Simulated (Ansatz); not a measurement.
HfW2:
```cif
data_Hf8W16
_chemical_formula_sum 'Hf8 W16'
_space_group_name_H-M_alt 'Fd-3m :1'
_space_group_IT_number 227
_space_group_name_Hall 'F 4d 2 3 -1d'
_cell_length_a 7.54222
_cell_length_b 7.54222
_cell_length_c 7.54222
_cell_angle_alpha 90.000
_cell_angle_beta 90.000
_cell_angle_gamma 90.000
loop_
_atom_site_label
_atom_site_type_symbol
_atom_site_symmetry_multiplicity
_atom_site_Wyckoff_symbol
_atom_site_fract_x
_atom_site_fract_y
_atom_site_fract_z
_atom_site_occupancy
Hf1 Hf 8 b 0.50000 0.50000 0.50000 1
W1 W 16 c 0.12500 0.12500 0.12500 1
```
(The calculation used a cell of 6 atoms; values per cell refer to that cell.)

This is the PBEsol-relaxed structure.

Task: All from plane-wave PAW PBEsol (Ansatz code), unless another level is named. Predict the formation energy from the elements (no fitted shifts).

Result: -15 kJ/mol of atoms.

Task: Predict the density of states at the Fermi level.

Result: 0.41 states/eV per atom (mean over ±0.08 eV).

The workflow started from a Materials Project entry (that database holds measured and hypothetical structures alike); the Crystallography Open Database files this formula in space group No. 227, but the cells were not matched. Its standing as an ambient phase is unchecked. The cell was relaxed with PBEsol under the symmetry of its start; whether a distortion lowers the energy is not shown. The run is not spin-polarised. The references are the lowest solids computed at this level, not always the standard phases. Spin–orbit coupling is left out wherever it is not named.

Potentials: the later of the program's two PAW sets.
